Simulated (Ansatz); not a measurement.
NaF (rock salt, Fm-3m), r²SCAN (plane waves, PAW; program Ansatz). The conduction-band minimum lies at Γ, with 1 equivalent valley. Second derivatives d²E/dk² of the lowest band at one valley (eV·Å²), along Cartesian directions:

| direction | d²E/dk² |
|---|---|
| [100] | 13.44 |
| [010] | 13.44 |
| [001] | 13.44 |
| [110] | 13.44 |
| [101] | 13.44 |
| [011] | 13.44 |

### Question
Find the principal effective masses, the density-of-states mass and the conductivity mass.

### Answer
Off-diagonal terms follow from H_xy = H[110] − (H_xx + H_yy)/2, and m*/mₑ = 7.620 eV·Å² over each eigenvalue: 0.57, 0.57, 0.57. One valley's DOS mass (m₁m₂m₃)^(1/3) = 0.57, conductivity mass 3/(Σ 1/mᵢ) = 0.57 mₑ.

### Question
What effective density of states Nc follows at 300 K for parabolic valleys?

### Answer
Nc = 2.509e19 × 1 × (0.57)^(3/2) ≈ 1.1e19 cm⁻³.

### Question
With the computed static dielectric constant 4.64 (mean of the diagonal), estimate a hydrogenic donor's binding energy and radius.

### Answer
E = 13.606 eV × 0.57/4.64² ≈ 360 meV; a = 0.529 Å × ε/m* ≈ 4.3 Å. Semilocal masses tend to be too small when the gap is underestimated.

### Question
With ε∞ = 1.81 and ω_LO = 421 cm⁻¹, what Fröhlich coupling constant follows?

### Answer
α = (1/ε∞ − 1/ε0) √(m* × 13.606 eV/ħω_LO) = 4.1.

Symmetry was held in the r²SCAN relaxation.

Potentials: the earlier of the program's two PAW sets. The files were generated under PBE; for other functionals the program regenerates the frozen cores, and for LDA and PBEsol the local potential too.
